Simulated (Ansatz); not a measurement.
Input:

LaScO₃:
```yaml
crystal:
  lattice:
    - [5.70987, 0.00000, 0.00000]
    - [0.00000, 7.96110, 0.00000]
    - [0.00000, 0.00000, 5.59539]
  atoms:
    - { symbol: La, position: [0.45430, 0.25000, 0.98869] }
    - { symbol: La, position: [0.95430, 0.25000, 0.51131] }
    - { symbol: La, position: [0.54570, 0.75000, 0.01131] }
    - { symbol: La, position: [0.04570, 0.75000, 0.48869] }
    - { symbol: Sc, position: [0.00000, 0.00000, 0.00000] }
    - { symbol: Sc, position: [0.50000, 0.50000, 0.50000] }
    - { symbol: Sc, position: [0.00000, 0.50000, 0.00000] }
    - { symbol: Sc, position: [0.50000, 0.00000, 0.50000] }
    - { symbol: O, position: [0.03224, 0.25000, 0.09849] }
    - { symbol: O, position: [0.53224, 0.25000, 0.40151] }
    - { symbol: O, position: [0.96776, 0.75000, 0.90151] }
    - { symbol: O, position: [0.46776, 0.75000, 0.59849] }
    - { symbol: O, position: [0.29559, 0.55257, 0.20462] }
    - { symbol: O, position: [0.79559, 0.94743, 0.29538] }
    - { symbol: O, position: [0.70441, 0.05257, 0.79538] }
    - { symbol: O, position: [0.20441, 0.44743, 0.70462] }
    - { symbol: O, position: [0.70441, 0.44743, 0.79538] }
    - { symbol: O, position: [0.20441, 0.05257, 0.70462] }
    - { symbol: O, position: [0.29559, 0.94743, 0.20462] }
    - { symbol: O, position: [0.79559, 0.55257, 0.29538] }
```

This is the LDA-relaxed structure. x, y and z are the axes in which the lattice vectors are written.

Q: All from the program Ansatz at the LDA level (PAW), unless another level is named. Give the Young's modulus.

A: 226 GPa.

Q: What about the elastic constants (relaxed ions, GPa)?

A: C11 = 269, C22 = 290, C33 = 305, C12 = 114, C13 = 139, C23 = 128, C44 = 90.1, C55 = 89.1, C66 = 101.

Space group Pnma. Symmetry was held in the LDA relaxation; of distortions, only those at the zone centre were tested. The run is not spin-polarised. Scalar-relativistic: spin–orbit coupling is off unless named, which matters more the heavier the elements.

Potentials: the later of the program's two PAW sets.
